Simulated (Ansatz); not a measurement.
TaS2:
```yaml
crystal:
  lattice:
    - [5.98938, 0.00000, 0.00000]
    - [0.00000, 5.90320, 0.00000]
    - [0.00000, 0.00000, 5.91365]
  atoms:
    - { symbol: Ta, position: [0.06618, 0.27863, 0.24410] }
    - { symbol: Ta, position: [0.93382, 0.72137, 0.74410] }
    - { symbol: Ta, position: [0.43382, 0.27863, 0.74410] }
    - { symbol: Ta, position: [0.56618, 0.72137, 0.24410] }
    - { symbol: S, position: [0.38666, 0.07775, 0.37574] }
    - { symbol: S, position: [0.61334, 0.92225, 0.87574] }
    - { symbol: S, position: [0.11334, 0.07775, 0.87574] }
    - { symbol: S, position: [0.88666, 0.92225, 0.37574] }
    - { symbol: S, position: [0.76110, 0.43064, 0.49316] }
    - { symbol: S, position: [0.23890, 0.56936, 0.99316] }
    - { symbol: S, position: [0.73890, 0.43064, 0.99316] }
    - { symbol: S, position: [0.26110, 0.56936, 0.49316] }
```

Relaxed with PBEsol. Special points in fractions of this cell's reciprocal vectors: Γ (0.000, 0.000, 0.000); X (0.500, 0.000, 0.000); S (0.500, 0.500, 0.000); Y (0.000, 0.500, 0.000); Z (0.000, 0.000, 0.500); U (0.500, 0.000, 0.500); R (0.500, 0.500, 0.500); T (0.000, 0.500, 0.500).

Q: List the band energies nearest the Fermi level at these points for DFT-PBEsol in the program Ansatz with PAW potentials.

A: In eV from the Fermi level; about four levels below and three above (degenerate sets whole), none deeper than 8.9 eV; points with the same levels are listed once.

```
k                    below                above
-  -----------------------  -------------------
Γ  -0.94 -0.20 -0.14 -0.11       0.48 0.69 1.09
X  -1.64 -1.64 -0.25 -0.25  0.63 0.63 0.96 0.96
S  -1.77 -1.77 -0.06 -0.06  0.25 0.25 0.85 0.85
Y  -1.42 -1.33 -0.52 -0.40       0.14 0.43 0.73
Z  -1.20 -1.20 -0.19 -0.19  0.10 0.10 0.83 0.83
U  -2.22 -2.22 -2.22 -2.22  0.29 0.29 0.29 0.29
R  -0.39 -0.39 -0.39 -0.39  1.07 1.07 1.07 1.07
T  -1.67 -1.67 -0.18 -0.18  0.09 0.09 1.11 1.11
```

Space group Pca2_1. The start of the workflow was typed in or built on a structure type; neither database checked (COD, Materials Project) lists it. COD files the formula under space group No. 42, 164, 166, 194. Its standing as an ambient phase is unchecked. Symmetry was held in the PBEsol relaxation; whether a distortion lowers the energy is not shown. No spin polarisation was allowed. Spin–orbit coupling is left out wherever it is not named.

Potentials: the earlier of the program's two PAW sets. The files were generated under PBE; for other functionals the program regenerates the frozen cores, and for LDA and PBEsol the local potential too.
